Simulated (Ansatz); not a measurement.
Theory: Ansatz, DFT PBE, scalar-relativistic, plane waves, PAW. Settings: cutoff 420 eV, Γ-centred meshes spaced at most about 0.3 Å⁻¹, and about 0.25 Å⁻¹ or finer for metals (2π included), Gaussian smearing. No spin polarisation in the final relaxations.

All energies are static (0 K, no zero-point motion).

Two forms of TaNb3F2 were relaxed alike.

1.

```yaml
crystal:
  lattice:
    - [3.11367, 0.00000, 0.00000]
    - [0.00000, 3.11367, 0.00000]
    - [0.00000, 0.00000, 9.86483]
  atoms:
    - { symbol: Ta, position: [0.00000, 0.00000, 0.00000] }
    - { symbol: Nb, position: [0.00000, 0.00000, 0.67258] }
    - { symbol: Nb, position: [0.00000, 0.00000, 0.32742] }
    - { symbol: Nb, position: [0.50000, 0.50000, 0.50000] }
    - { symbol: F, position: [0.50000, 0.50000, 0.88210] }
    - { symbol: F, position: [0.50000, 0.50000, 0.11790] }
```

2.

```yaml
crystal:
  lattice:
    - [4.40565, 0.00000, 0.00000]
    - [0.00000, 4.40565, 0.00000]
    - [0.00000, 0.00000, 5.57544]
  atoms:
    - { symbol: Ta, position: [0.00000, 0.00000, 0.00000] }
    - { symbol: Nb, position: [0.00000, 0.50000, 0.25237] }
    - { symbol: Nb, position: [0.50000, 0.00000, 0.74763] }
    - { symbol: Nb, position: [0.00000, 0.00000, 0.50000] }
    - { symbol: F, position: [0.50000, 0.50000, 0.50000] }
    - { symbol: F, position: [0.50000, 0.50000, 0.00000] }
```

Problem. Which form is favoured at zero pressure, and by what margin per atom?

Solution. Cell 1 is lower, by 0.34 eV/atom. Cell 1 has space group P4/mmm (No. 123), 15.9 Å³/atom and no gap on its mesh; cell 2 has space group P-4m2 (No. 115), 18.0 Å³/atom and no gap. Counting F atoms around Nb and Ta (those within 1.25 times the shortest such distance or 1.15 times the sum of covalent radii; the shortest distance is added where it is long for a bond; a slash parts the counts of unlike sites), cell 1 has Ta 8, Nb 2 from 3.8 Å/4 from 3.0 Å and cell 2 has Ta 4 from 3.1 Å, Nb 4/4 from 3.1 Å. The denser one is the lower, and pressure would at first widen the difference. In cell 1, around Ta lie 8 F at 2.49 Å, 4 Ta at 3.11 Å and 2 Nb at 3.23 Å; Nb on a site of symmetry 4mm is surrounded by 4 Nb at 2.78 Å, 4 F at 3.02 Å, 4 Nb at 3.11 Å, 1 Ta at 3.23 Å and 1 Nb at 3.40 Å; F is surrounded by 1 F at 2.33 Å, 4 Ta at 2.49 Å and 4 Nb at 3.02 Å; 1 more site not described. In cell 2, around Ta lie 4 Nb at 2.61 Å, 2 Nb at 2.79 Å and 4 F at 3.12 Å; Nb on a site of symmetry 2mm has 2 Nb at 2.60 Å, 4 F at 2.60–2.61 Å and 2 Ta at 2.61 Å; F on its first site is surrounded by 4 Nb at 2.60 Å, 2 F at 2.79 Å and 4 Nb at 3.12 Å; 2 more sites not described. Both come from invented guesses.

Spin–orbit coupling, which can matter for Ta, is left out. A magnetic state wasn't ruled out in cells without spin, among them P4/mmm. Cells relaxed within their symmetry can be saddle points.
